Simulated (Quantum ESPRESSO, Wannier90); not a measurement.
# SrO (rock salt), plane waves to Wannier functions

```
SrO
1.0
    0.00000     2.58379     2.58379
    2.58379     0.00000     2.58379
    2.58379     2.58379     0.00000
Sr O
1 1
Direct
  0.50000   0.50000   0.50000
  0.00000   0.00000   0.00000
```

Cell from Materials Project (mp-2472), symmetrised, no further relaxation. COD (Crystallography Open Database) has an entry of this formula and space group (matched by these alone). Level: PBEsol, no spin polarisation, no spin-orbit coupling; pw.x of Quantum ESPRESSO at 68 Ry with PseudoDojo potentials, 10×10×10 k-points, Wannier90. Density: 10×10×10 mesh, cold smearing 0.01 Ry.

Base run: 9 functions from bands 6-22 of the 22 computed, start hydrogen-like Sr: s;d; O: p, frozen window up to 4.73 eV relative to the valence-band maximum, outer window open. One setting was then changed (edges relative to the valence-band maximum; misfit to pw.x on a path, for states up to 4.2 eV relative to the valence-band maximum).

```csv
run,Ω_I (Å²),rms misfit (meV),worst (meV)
base,14.11,13,103
changed,13.68,34,323
```

**Question.** Which change was made?
A) outer window to 17.87 eV
B) no frozen window
C) frozen window to 2.73 eV
D) frozen window to 3.73 eV
E) frozen window to 4.23 eV

**Answer.** E, frozen window to 4.23 eV. The others give:

| run | Ω_I (Å²) | rms misfit (meV) | worst (meV) |
|---|---|---|---|
| frozen window to 3.73 eV | 13.46 | 126 | 1173 |
| frozen window to 2.73 eV | 13.23 | 683 | 2951 |
| no frozen window | 12.09 | 1343 | 3266 |
| outer window to 17.87 eV | 16.40 | 6.4 | 40 |
